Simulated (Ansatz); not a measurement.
The start is a generated cell, Al2Cu built in the AFLOW prototype AB2_oI6_71_a_g (as in MoPt2). Cell shape, volume and atoms are optimised at zero target pressure with PBEsol (plane waves to 420 eV, PAW, scalar-relativistic; Ansatz, a first-principles code). The first steps use a coarse 14×14×14 k-mesh.

Input geometry:
```
Al2Cu
1.0
   -1.41319     2.01254     4.23956
    1.41319    -2.01254     4.23956
    1.41319     2.01254    -4.23956
Cu Al
1 2
Direct
  0.00000   0.00000   0.00000
  0.64667   0.64667   0.00000
  0.35333   0.35333   0.00000
```

**Question.** How large is the pressure on the unrelaxed cell, and of which sign?

**Answer.** -7.8 GPa (negative: the cell is under tension).

**Question.** By how much does the energy per atom fall from start to end?

**Answer.** 0.12 eV/atom.

**Question.** How does the volume change?

**Answer.** -11.4 %, from 16.08 to 14.25 Å³/atom.

**Question.** How do the shortest distances between atoms change?

**Answer.** The closest pairs of elements (up to four, under 3.6 Å), start → end: Al–Al 2.49 → 2.66 Å; Al–Cu 2.76 → 2.68 Å; Cu–Cu 2.83 → 2.77 Å.

**Question.** Is the relaxed structure metallic? Give its gap.

**Answer.** No gap (metallic).

**Question.** What does it relax into? Give the structure.

**Answer.** 
Space group Immm (No. 71); a = 2.771 Å, b = 3.747 Å, c = 8.232 Å, α = β = γ = 90.00°

```csv
atom,site,symmetry,x,y,z
Cu,2a,mmm,0.0000,0.0000,0.0000
Al,4i,mm2,0.0000,0.0000,0.3384
```
(The calculation used a cell of 3 atoms; values per cell refer to that cell.)

The space group stays Immm (No. 71) (the run could not lower it); the end is AFLOW prototype AB2_oI6_71_a_g (as in MoPt2), with 3 atoms in the primitive cell. Final values are on a 21×21×21 k-mesh of the relaxed cell. No spin polarisation in the result.

The run could not lose the symmetry of its start: the end is stationary, and may be a saddle point rather than a minimum.

The relaxed structure here is a generated cell of Al2Cu: the first start was made by placing the elements on the sites of a structure type, and the end was not matched to a known phase here, so it may be hypothetical. Known forms of Al2Cu include space group No. 140.
